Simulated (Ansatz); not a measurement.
TiS2:
```xyz
3
Lattice="3.3508 0.0000 0.0000 -1.6754 2.9019 0.0000 0.0000 0.0000 5.6373" Properties=species:S:1:pos:R:3 pbc="T T T"
Ti     0.0000     0.0000     0.0000
S      1.6754     0.9673     1.4247
S      0.0000     1.9346     4.2126
```

Relaxed with PBEsol.

Task: Decompose the optical modes at the zone centre into irreducible representations, and say which are infrared and Raman allowed.

Result: Point group -3m: Γ_opt = A1g + A2u + Eg + Eu. Infrared: A2u, Eu. Raman: A1g, Eg.

Task: Assign frequencies (DFPT, PBEsol (plane waves, PAW; program Ansatz)).

Result: Eu 179, Eg 242, A1g 332, A2u 377 cm⁻¹.

Space group P-3m1 (CdI2 type). The cell was relaxed with PBEsol under the symmetry of its start; of distortions, only those at the zone centre were tested. The workflow began spin-polarised and lost its moments. A crystal of weakly bound layers computed without a dispersion correction: the cell and the soft elastic constants depend strongly on that. As this level gives no gap, phonon frequencies hold no LO–TO term and depend on the k-mesh and smearing (Fermi–Dirac, 0.1 eV here).

Potentials: the later of the program's two PAW sets.
